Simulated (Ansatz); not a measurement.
The relaxed structure here is a generated cell of SiC: the first start was made by a random draw of sites in a space group, and the end was not matched to a known phase here, so it may be hypothetical. Known forms of SiC include space group No. 186, 216.

A relaxed structure of SiC. Space group Amm2 (No. 38). The numbers are results of PBEsol (plane waves to 420 eV, PAW, scalar-relativistic; Ansatz, an electronic-structure program), not measurements.

```cif
data_C12Si12
_chemical_formula_sum 'C12 Si12'
_space_group_name_H-M_alt 'Amm2'
_space_group_IT_number 38
_space_group_name_Hall 'A 2 -2'
_cell_length_a 2.98746
_cell_length_b 3.07383
_cell_length_c 28.05371
_cell_angle_alpha 90.000
_cell_angle_beta 90.000
_cell_angle_gamma 90.000
loop_
_space_group_symop_operation_xyz
  'x, y, z'
  '-x, -y, z'
  '-x, y, z'
  'x, -y, z'
  'x, y+1/2, z+1/2'
  '-x, -y+1/2, z+1/2'
  '-x, y+1/2, z+1/2'
  'x, -y+1/2, z+1/2'
loop_
_atom_site_label
_atom_site_type_symbol
_atom_site_symmetry_multiplicity
_atom_site_Wyckoff_symbol
_atom_site_fract_x
_atom_site_fract_y
_atom_site_fract_z
_atom_site_occupancy
C1 C 2 a 0.00000 0.00000 0.86339 1
C2 C 2 a 0.00000 0.00000 0.70075 1
C3 C 2 b 0.50000 0.50000 0.94200 1
C4 C 2 b 0.50000 0.50000 0.62213 1
C5 C 2 b 0.50000 0.50000 0.78213 1
C6 C 2 a 0.00000 0.00000 0.54460 1
Si1 Si 2 a 0.00000 0.00000 0.23857 1
Si2 Si 2 a 0.00000 0.00000 0.48087 1
Si3 Si 2 a 0.00000 0.00000 0.32479 1
Si4 Si 2 a 0.00000 0.00000 0.08067 1
Si5 Si 2 b 0.50000 0.50000 0.40349 1
Si6 Si 2 b 0.50000 0.50000 0.16001 1
```
(The calculation used a cell of 12 atoms; values per cell refer to that cell.)

* **Volume per atom**: 10.73 Å³
* **Band gap**: zero (metallic)
* **Shortest distances**: C–Si 1.79 Å; Si–Si 2.42 Å; C–C 2.99 Å
* **k-mesh**: 13×12×12

Band energies at high-symmetry points (eV from the Fermi level; labels of this space group; no spin-orbit coupling), from −5 eV up to 5.0 eV:

```tsv
point	energies
Γ	-4.43 -4.40 -4.13 -3.77 -3.69 -3.46 -3.13 -3.10 -3.04 -2.23 -1.78 -1.73 -1.72 -0.49 0.23 0.59 1.02 1.79 2.82 3.27 3.56 4.47 4.64
Y	-4.44 -4.40 -4.09 -3.71 -3.31 -3.08 -2.81 -2.55 -2.32 -2.07 -1.80 -1.71 -0.46 0.20 0.58 1.09 1.85 2.63 3.31 3.54 4.59 4.68
C0	-4.63 -3.58 -3.51 -3.13 -2.49 -2.27 -2.11 -1.94 -1.44 -0.16 1.09 2.84 4.36 4.99
Σ0	-4.63 -3.58 -3.51 -3.13 -2.49 -2.27 -2.11 -1.94 -1.44 -0.16 1.09 2.84 4.36 4.99
Z	-4.33 -3.63 -3.60 -2.74 -2.72 -2.56 -2.10 -2.03 -1.98 0.44 2.32 3.01 3.41 4.40 4.49 4.73 4.92 4.93
A0	-4.78 -4.60 -2.69 -2.21 -1.81 0.14 0.88 1.51 1.75 2.51 2.90 3.88 4.22 4.79 4.94
E0	-4.78 -4.60 -2.69 -2.21 -1.81 0.14 0.88 1.51 1.75 2.51 2.90 3.88 4.22 4.79 4.94
T	-4.64 -4.31 -3.21 -2.74 -2.72 -2.56 -2.10 -2.03 -1.77 0.44 2.05 3.24 3.30 4.38 4.56 4.80 4.96 4.99
```

No spin polarisation in the result.

It was reached from a disturbed copy of a P4/mmm (No. 123) cell, against which it lies -1.22 eV/atom.
